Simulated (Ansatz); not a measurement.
# V2O5 — quadrupolar parameters

The cell is a Materials Project structure (computed, not necessarily an observed phase), atoms as given.

```cif
data_V2O5
_symmetry_space_group_name_H-M 'P2_1/m'
_symmetry_Int_Tables_number 11
_cell_length_a 6.2873
_cell_length_b 3.5539
_cell_length_c 7.2174
_cell_angle_alpha 90.000
_cell_angle_beta 90.139
_cell_angle_gamma 90.000
loop_
_atom_site_label
_atom_site_type_symbol
_atom_site_symmetry_multiplicity
_atom_site_Wyckoff_symbol
_atom_site_fract_x
_atom_site_fract_y
_atom_site_fract_z
V1 V 2 e 0.7418 0.2500 0.7245
V3 V 2 e 0.1949 0.2500 0.9028
O5 O 2 e 0.7403 0.7500 0.8087
O7 O 2 e 0.0374 0.2500 0.7052
O9 O 2 e 0.4409 0.2500 0.8262
O11 O 2 e 0.1457 0.7500 0.9689
O12 O 2 e 0.6799 0.2500 0.5118
```

One atom of each set is listed.

All values are calculated (Ansatz; DFT, PBE, plane waves and PAW, scalar-relativistic, 420 eV cutoff, Γ-centred 4×6×3 k-points, Fermi–Dirac smearing 0.02 eV), not measured.

Conventions: |V_zz| ≥ |V_yy| ≥ |V_xx|, η = (V_xx − V_yy)/V_zz, C_Q = eQV_zz/h. ν_Q = 3|C_Q|/[2I(2I − 1)].

⁵¹V: I = 7/2, Q = -52.00 mb; ¹⁷O: I = 5/2, Q = -25.58 mb. Quadrupole moments are those of Pyykkö's year-2017 table.

| site | atoms | first shell | C_Q (MHz) | η | ν_Q (MHz) |
| --- | --- | --- | --- | --- | --- |
| V1 | 2 | 5 O at 1.58–2.03 Å; also 1 O at 2.32 Å | -5.48 | 0.65 | 0.391 |
| V3 | 2 | 5 O at 1.64–2.12 Å; also 1 O at 2.34 Å | -4.00 | 0.58 | 0.286 |
| O5 | 2 | 3 V at 1.88–2.12 Å | -1.83 | 0.79 | 0.275 |
| O7 | 2 | 2 V at 1.73–1.86 Å, angle 120° | 1.79 | 0.26 | 0.268 |
| O9 | 2 | 2 V at 1.64–2.03 Å, angle 178° | 1.40 | 0.73 | 0.210 |
| O11 | 2 | 4 V at 1.87–2.34 Å | -3.21 | 0.25 | 0.482 |
| O12 | 2 | 1 V at 1.58 Å | 2.06 | 0.34 | 0.309 |

At O7 V_zz points along the bisector of its two bonds (within 4°). At O12 V_zz points along its bond to V (within 1°).

The largest force is 0.6 eV/Å, so the atoms aren't at the calculated equilibrium and relaxing them would move these values.

Hardware: 1 thread of AMD EPYC 9R45 96-Core Processor (Zen 5) (x86_64; 48 cores open to the job, memory cap 2.5 GiB, no GPU), a shared host with a load of 0.7 a core. Wall time 14 s, CPU time 13 s, peak memory 0.61 GiB.
